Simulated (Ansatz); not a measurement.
## Property card for TaP

TaP:
```xyz
2
Lattice="3.2634 0.0000 0.0000 -1.6317 2.8262 0.0000 0.0000 0.0000 3.2978" Properties=species:S:1:pos:R:3 pbc="T T T"
Ta     1.6317     0.9421     0.0000
P      0.0000     0.0000     1.6489
```

Space group P-6m2 (No. 187); conventional cell a = b = 3.2634 Å, c = 3.2978 Å, α = β = 90.00°, γ = 120.00°.

Method: LDA (plane waves, PAW; program Ansatz). Geometry: relaxed at this level of theory. Other levels are named where they apply.

**Cell and energy**

| Property | Value |
|---|---|
| Volume per atom | 15.21 Å³ |
| Density | 11.57 g/cm³ |
| Formation energy from the elements (no fitted shifts) | -1.04 eV/atom |

**Electronic structure**

| Item | Value |
|---|---|
| Electronic character | metallic (no gap) |
| Density of states at the Fermi level | 0.14 states/eV per atom (mean over ±0.08 eV) |

**Mechanics**

| Quantity | Value |
|---|---|
| Bulk modulus (Birch–Murnaghan fit) | 218 GPa |
| Pressure derivative B′ | 4.1 |
| Elastic constants (relaxed ions, GPa) | C11 = 320, C12 = 129, C13 = 177, C33 = 461, C44 = 222 |
| Mechanical stability | stable (all eigenvalues of C positive) |
| Hill bulk and shear moduli | 224 and 138 GPa |
| Young's modulus | 344 GPa |
| Poisson's ratio | 0.24 |
| Debye temperature from the elastic constants | 461 K |

**Phonons**

| Property | Result |
|---|---|
| Highest zone-centre frequency | 372 cm⁻¹ |
| Zone-centre stability | no imaginary mode at Γ |

The workflow started from a Materials Project entry (that database holds measured and hypothetical structures alike); the Crystallography Open Database copy checked does not list it. COD files the formula under space group No. 141. Its standing as an ambient phase is unchecked. The cell was relaxed with LDA under the symmetry of its start. No spin polarisation was allowed. As this level gives no gap, shear constants depend on the k-mesh and smearing (Fermi–Dirac, 0.1 eV here). As this level gives no gap, phonon frequencies hold no LO–TO term and depend on the k-mesh and smearing (Fermi–Dirac, 0.1 eV here). The references are the lowest solids computed at this level, not always the standard phases. Spin–orbit coupling is left out wherever it is not named.

Potentials: the earlier of the program's two PAW sets. The files were generated under PBE; for other functionals the program regenerates the frozen cores, and for LDA and PBEsol the local potential too.
